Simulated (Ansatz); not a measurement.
Sc (hcp, Mg type)

```yaml
crystal:
  lattice:
    - [3.31949, 0.00000, 0.00000]
    - [-1.65974, 2.87476, 0.00000]
    - [0.00000, 0.00000, 5.16639]
  atoms:
    - { symbol: Sc, position: [0.33333, 0.66667, 0.75000] }
    - { symbol: Sc, position: [0.66667, 0.33333, 0.25000] }
```

The slice is a (1 -1 0 0) plane (indices of the conventional cell) through the point (0.333, 0.667, 0.750) (fractional), spanned by u = [110] and v = [001] in vectors of this cell: u (3.32 Å) and v (5.17 Å, at 90° to u). It covers one period; positions are fractions (u, v).

These are PBE (plane waves to 420 eV, PAW, scalar-relativistic; Ansatz, a program for electronic structure) values and carry that method's errors. k mesh 16×16×9. Near the nuclei the fields are pseudised (PAW); where an atom keeps semicore shells as valence, they peak there. Sc is run without spin polarisation. Sc was relaxed with its symmetry unable to fall. The PAW data are Ansatz's earlier set.

Problem. What is the ELF at the midpoint of the shortest Sc–Sc line in this plane (3.32 Å)?

Solution. 0.3.

Problem. What is the valence density on the shortest Sc–Sc line in this plane (3.32 Å), at its midpoint?

Solution. 0.11 e/Å³.

Problem. Sketch the valence electron density on this plane as a map.

Solution. 
```tsv
v \ u	0.00	0.13	0.27	0.40	0.53	0.67	0.80	0.93
0.88	0.4	0.1	-0.7	-0.9	-0.9	-0.9	-0.3	0.3
0.75	-0.8	-0.9	-0.9	-0.9	-0.9	-0.9	-0.9	-0.8
0.62	-0.9	-0.9	-0.9	-0.8	-0.8	-0.9	-0.9	-0.9
0.50	-0.9	-0.9	-0.8	-0.5	-0.4	-0.7	-0.9	-0.9
0.38	-0.9	-0.9	-0.9	-0.8	-0.8	-0.9	-0.9	-0.9
0.25	-0.8	-0.9	-0.9	-0.9	-0.9	-0.9	-0.9	-0.8
0.12	0.4	0.1	-0.7	-0.9	-0.9	-0.9	-0.3	0.3
0.00	1.0	0.7	-0.2	-0.9	-0.9	-0.7	0.4	0.9
```

Values: log₁₀ of the valence density in e/Å³. The scale is logarithmic, as a density can span decades between atoms and voids.
